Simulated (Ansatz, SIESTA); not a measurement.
Given: the input of a run of SIESTA 5.4.2 on CsLiCr2Te2S3. Atoms were shifted at random by some hundredths of an Å from the given cell, which wasn't relaxed again for these runs. The cell comes from a database or a generator and needn't be the stable form of this composition.

Contents of CsLiCr2Te2S3.fdf:

```
SystemName                      CsLiCr2Te2S3
SystemLabel                     CsLiCr2Te2S3
NumberOfSpecies                 5
NumberOfAtoms                   9
%block ChemicalSpeciesLabel
  1  55 Cs
  2   3 Li
  3  24 Cr
  4  52 Te
  5  16 S
%endblock ChemicalSpeciesLabel

LatticeConstant                 1.0 Ang
%block LatticeVectors
     7.0568400000     0.0000000000     0.0078800000
     0.0000000000     3.9806000000     0.0000000000
    -2.6830200000     0.0000000000     8.6786900000
%endblock LatticeVectors
AtomicCoordinatesFormat         Fractional
%block AtomicCoordinatesAndAtomicSpecies
     0.0699570000     0.0011490000     0.3741700000  1  Cs
     0.8600600000     0.5025500000     0.7932790000  2  Li
     0.1319050000    -0.0030970000     0.9499260000  3  Cr
     0.5952330000     0.5005840000     0.9705350000  3  Cr
     0.5045220000    -0.0060960000     0.1476910000  4  Te
     0.5549180000    -0.0013920000     0.7531940000  4  Te
     0.8706710000    -0.0106480000     0.6819230000  5  S
     0.2541370000     0.5076760000     0.8441900000  5  S
     0.9578920000     0.5060330000     0.0526300000  5  S
%endblock AtomicCoordinatesAndAtomicSpecies

%block kgrid.MonkhorstPack
    4   0   0  0.0
    0   7   0  0.0
    0   0   3  0.0
%endblock kgrid.MonkhorstPack
XC.Functional                   GGA
XC.Authors                      PBE
PAO.BasisSize                   DZP
PAO.EnergyShift                 0.003 Ry
Mesh.Cutoff                     800 Ry
Spin                            polarized
%block DM.InitSpin
    1   0.000
    2   0.000
    3   3.000
    4   3.000
    5   0.000
    6   0.000
    7   0.000
    8   0.000
    9   0.000
%endblock DM.InitSpin
OccupationFunction              FD
ElectronicTemperature           0.05 eV
MaxSCFIterations                200
SCF.MustConverge                false
SCF.Mixer.Method                Pulay
SCF.Mixer.Weight                0.1
SCF.Mixer.History               10
SCF.DM.Tolerance                5.0e-05
SCF.H.Tolerance                 1.0e-03 eV
WriteForces                     true
Charge.Mulliken                 end
%block PAO.PolarizationScheme
  Li non-perturbative
%endblock PAO.PolarizationScheme
%block PAO.Basis
  Cs 5
  n=5 0 2
    4.696 0.000
  n=6 0 2
    9.500 0.000
  n=5 1 2
    5.738 0.000
  n=6 1 1
    9.500
  n=5 2 1
    7.000
  Li 3
  n=1 0 2
    2.782 0.000
  n=2 0 2
    9.500 0.000
  n=2 1 1
    9.500
  Cr 5
  n=3 0 2
    2.885 0.000
  n=4 0 2
    8.703 0.000
  n=3 1 2
    3.267 0.000
  n=4 1 1
    8.703
  n=3 2 2
    6.381 0.000
  Te 4
  n=5 0 2
    5.635 0.000
  n=5 1 2
    7.297 0.000
  n=4 2 2
    3.260 0.000
  n=5 2 1
    7.297
%endblock PAO.Basis
Diag.ParallelOverK              true
```

Potentials or basis: PseudoDojo 0.4 standard (PBE files), converted to PSML, two zetas on semicore shells, DZP (energy shift 0.003 Ry; two zetas on semicore shells; d shell added on Cs).

Run with:

```sh
$ mpirun -n 4 siesta CsLiCr2Te2S3.fdf > CsLiCr2Te2S3.out 2>&1
```

Q: Translate it to Ansatz 0.2.0. Potentials or basis there: Ansatz PAW, cutoff 420 eV.

A: As run (cutoffs and basis follow the program's own potentials, and thresholds, step limits or extra output files can differ):

The input input.yaml:

```yaml
crystal:
  lattice:
    - [7.05684, 0.0, 0.00788]
    - [0.0, 3.9806, 0.0]
    - [-2.68302, 0.0, 8.67869]
  atoms:
    - { symbol: Cs, position: [0.069957, 0.001149, 0.37417] }
    - { symbol: Li, position: [0.86006, 0.50255, 0.793279] }
    - { symbol: Cr, position: [0.131905, -0.003097, 0.949926], spin: 3.0 }
    - { symbol: Cr, position: [0.595233, 0.500584, 0.970535], spin: 3.0 }
    - { symbol: Te, position: [0.504522, -0.006096, 0.147691] }
    - { symbol: Te, position: [0.554918, -0.001392, 0.753194] }
    - { symbol: S, position: [0.870671, -0.010648, 0.681923] }
    - { symbol: S, position: [0.254137, 0.507676, 0.84419] }
    - { symbol: S, position: [0.957892, 0.506033, 0.05263] }
hamiltonian:
  xc: pbe
  pseudopotentials: { kind: paw }
magnetization:
  spin_polarized: true
kpoints:
  mp_grid: { grid: [4, 7, 3] }
scf:
  occupations: { method: fermi_dirac, width: 0.05 }
output:
  forces: true
  stress: true
  eigenvalues: true
  write_density: true
  write_potential: true
  elf: true
  volumetric_format: npy
```

Potentials or basis: Ansatz PAW.

Launch:

```console
$ ansatz run input.yaml --threads 8 --pin off --max-ram 20480MiB --backend cpu --events-out ev --progress --plain --runs-dir out
```

Both were run:

|  | SIESTA | Ansatz |
| --- | --- | --- |
| Pressure | 1.1 GPa | 0.3 GPa |
| Net moment | 6.00 μB per cell | 6.00 μB per cell |
| Energy over the undisturbed cell | 8.8 meV/atom | 7.0 meV/atom |

Ansatz's pressure holds a Pulay term of +0.02 GPa for its cutoff of 420 eV, which the other run lacks.

Where Ansatz's input types no cutoff or centring, it takes its own default and a Γ-centred mesh.

The magnetic state is the one that the start led to; the real crystal's order can differ.

Pressure is positive in compression.
